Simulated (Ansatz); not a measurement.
PIr₂ (fluorite or antifluorite type, Fm-3m), a = b = c = 5.548 Å, α = β = γ = 90.00°; the cell used has 3 atoms.

Relaxed with r²SCAN.

Question: Tabulate the valence density and the electron localisation function along the shortest Ir–P contact (2.40 Å), the program Ansatz at the r²SCAN level (PAW).

Answer: 

| distance from Ir (Å) | density (e/Å³) | ELF |
|---|---|---|
| 0.24 | 8.91 | 0.49 |
| 0.36 | 8.34 | 0.63 |
| 0.48 | 6.96 | 0.69 |
| 0.60 | 5.07 | 0.69 |
| 0.72 | 3.21 | 0.62 |
| 0.84 | 1.85 | 0.51 |
| 0.96 | 1.12 | 0.41 |
| 1.08 | 0.81 | 0.39 |
| 1.20 | 0.67 | 0.46 |
| 1.32 | 0.63 | 0.57 |
| 1.44 | 0.66 | 0.68 |
| 1.56 | 0.71 | 0.73 |
| 1.68 | 0.73 | 0.70 |
| 1.80 | 0.67 | 0.54 |
| 1.92 | 0.51 | 0.23 |
| 2.04 | 0.31 | 0.03 |
| 2.16 | 0.14 | 0.00 |

The density is the valence pseudo-density with augmentation charge, so density and ELF within about 1 Å of a nucleus are not all-electron values.

The workflow started from an entry of the Crystallography Open Database (COD). Its standing as an ambient phase is unchecked. Symmetry was held in the r²SCAN relaxation; whether a distortion lowers the energy is not shown. The run is not spin-polarised. Scalar-relativistic: spin–orbit coupling is off unless named, which matters more the heavier the elements.

Potentials: the later of the program's two PAW sets.
